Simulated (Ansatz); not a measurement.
PbS (NiAs type, P6_3/mmc) at seven volumes, PBEsol in the plane-wave PAW code Ansatz, shape and atoms relaxed at each. One row is withheld.

| V (Å³/atom) | P (GPa) |
|---|---|
| 23.703 | 6.20 |
| 24.484 | 3.84 |
| 25.265 | 1.79 |
| 26.047 | 0.00 |
| 26.828 | -1.56 |
| 27.610 | ? |
| 28.391 | -4.08 |

Q: Fit the shown pressures and predict the withheld one.

A: P = (3/2)B₀(x^(7/2) − x^(5/2))[1 + (3/4)(B′ − 4)(x − 1)] with x = (V₀/V)^(2/3). Least squares on the six rows gives V₀ = 26.047 Å³/atom, B₀ = 55.4 GPa, B′ = 3.64. At V = 27.610, x = 0.9619 and P = -2.90 GPa. The run itself gave -2.92 GPa.

The start of the workflow was typed in or built on a structure type; neither database checked (COD, Materials Project) lists it. It is not the phase usual at ambient conditions (space group No. 225). Symmetry was held in the PBEsol relaxation; of distortions, only those at the zone centre were tested, and some modes there are weakly imaginary. Spin–orbit coupling is left out wherever it is not named.

Potentials: the later of the program's two PAW sets.
